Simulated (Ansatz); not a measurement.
AlN:
```
AlN
1.0
    5.29427     0.00000     0.00000
    0.00000     5.29427     0.00000
    0.00000     0.00000     3.10895
Al N
4 4
Direct
  0.32285   0.67715   0.00000
  0.67715   0.32285   0.00000
  0.82285   0.82285   0.50000
  0.17715   0.17715   0.50000
  0.31530   0.31530   0.00000
  0.68470   0.68470   0.00000
  0.18470   0.81530   0.50000
  0.81530   0.18470   0.50000
```

Relaxed with PBEsol. Independent-particle spectrum: no excitons, no local fields, no scissors shift; 0.1 eV broadening; ε₁ of the summed bands alone.

Q: Tabulate the dielectric function from DFT-PBEsol in the program Ansatz with PAW potentials.

A: 

```
E (eV)  ε₁ xx  ε₂ xx  ε₁ zz  ε₂ zz
------  -----  -----  -----  -----
0.0      4.55   0.00   4.44   0.00
0.3      4.56   0.00   4.44   0.00
0.6      4.58   0.00   4.46   0.00
0.9      4.60   0.00   4.48   0.00
1.2      4.64   0.00   4.51   0.00
1.5      4.69   0.00   4.55   0.00
1.8      4.75   0.00   4.61   0.00
2.1      4.83   0.00   4.68   0.00
2.4      4.92   0.00   4.76   0.00
2.7      5.04   0.00   4.86   0.00
3.0      5.19   0.00   4.98   0.00
3.3      5.39   0.00   5.14   0.00
3.6      5.68   0.00   5.33   0.00
3.9      6.20   0.27   5.61   0.00
4.2      6.24   0.68   6.09   0.08
4.5      6.30   0.87   6.32   0.56
4.8      6.42   0.95   6.43   0.85
5.1      6.68   1.01   6.58   1.07
5.4      7.13   1.03   6.81   1.24
5.7      8.02   1.07   7.22   1.35
6.0      9.96   2.17   8.44   1.75
6.3     10.63   5.58   8.54   3.38
6.6      8.10   7.42   8.34   4.54
6.9      6.45   7.53   7.75   5.80
7.2      5.80   8.46   6.50   7.33
7.5      4.59   9.10   5.67   5.98
7.8      1.71   8.39   6.94   6.49
8.1      0.50   7.87   6.18  10.88
8.4     -0.21   5.49   0.56   8.85
8.7      0.74   4.39   0.99   6.53
9.0      1.14   4.55   1.02   6.08
9.3      1.64   4.37   1.98   5.85
9.6      1.43   4.34   1.88   6.86
9.9      2.03   3.96  -0.41   6.13
10.2     2.97   5.34   0.16   6.01
10.5     1.26   5.91  -0.54   4.97
10.8     0.77   6.48  -0.05   5.67
11.1    -0.52   5.73  -0.72   5.16
11.4    -0.40   5.25  -0.89   5.45
11.7    -1.13   4.96  -2.11   4.57
12.0    -0.81   4.65  -1.82   3.30
```

Q: From ε at 5.2 eV (xx: 6.80 + 1.02i), find n, k, the normal reflectivity and the absorption coefficient.

A: n = 2.61, k = 0.195, R = 20 %, α = 2kE/ħc = 100000 cm⁻¹.

With all bands, ε∞ without local fields is 4.65 (xx = yy), 4.54 (zz). DFPT, with local fields, gives 4.47 (xx = yy), 4.35 (zz).

Space group P4_2/mnm. The start of the workflow was typed in or built on a structure type; neither database checked (COD, Materials Project) lists it. It is not the phase usual at ambient conditions (space group No. 186, 216). The PBEsol relaxation kept the symmetry of its start; phonons on a q-mesh show no instability.

Potentials: the later of the program's two PAW sets.
